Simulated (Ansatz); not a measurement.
Starting cell, BN (zinc blende):

```xyz
4
Lattice="0.0000 3.6247 3.6247 1.8124 1.8124 3.6247 1.8124 1.8124 0.0000" Properties=species:S:1:pos:R:3 pbc="T T T"
N      2.7185     6.3433     6.3433
N      2.7185     4.5309     4.5309
B      0.0000     0.0000     0.0000
B      1.8124     3.6247     5.4371
```

A phonon eigenvector at X = (0.5, 0.5, 0.0) is frozen into this cell: atom i moves by Q times the vector below, so Q is the largest atomic displacement, in Å. The cell is held. It is one choice among 2 degenerate patterns. (q is in reciprocal vectors of the primitive cell; the cell shown is doubled to hold the pattern.)

| atom | x | y | z |
|---|---|---|---|
| N1 | 0.000 | -0.889 | 0.000 |
| N2 | 0.000 | 0.889 | 0.000 |
| B3 | -1.000 | 0.000 | 0.000 |
| B4 | 1.000 | 0.000 | 0.000 |

These are PBE (plane waves to 420 eV, PAW, scalar-relativistic; Ansatz, a quantum-chemistry and plane-wave program) values and carry that method's errors. k mesh 16×16×16 (Γ-centred), Fermi-Dirac smearing 0.05 eV. BN was relaxed with its symmetry unable to fall. 

```tsv
Q (Å)	−dE/dQ from forces (eV/Å)
-0.100	7.712
-0.083	6.443
-0.067	5.165
-0.050	3.880
-0.033	2.589
-0.017	1.296
0.000	0.000
0.017	-1.296
0.033	-2.589
0.050	-3.880
0.067	-5.165
0.083	-6.443
0.100	-7.712
```

What harmonic wavenumber does the curvature at Q = 0 give?

695 cm⁻¹. E″ = 77.76 eV/Å², M = Σ mᵢ|uᵢ|² = 43.8 u, ν̃ = 521.5·√(|E″|/M).

(For displaced atoms, the force is minus the slope of the energy, and its curvature is a force constant, which sets phonon frequencies.)
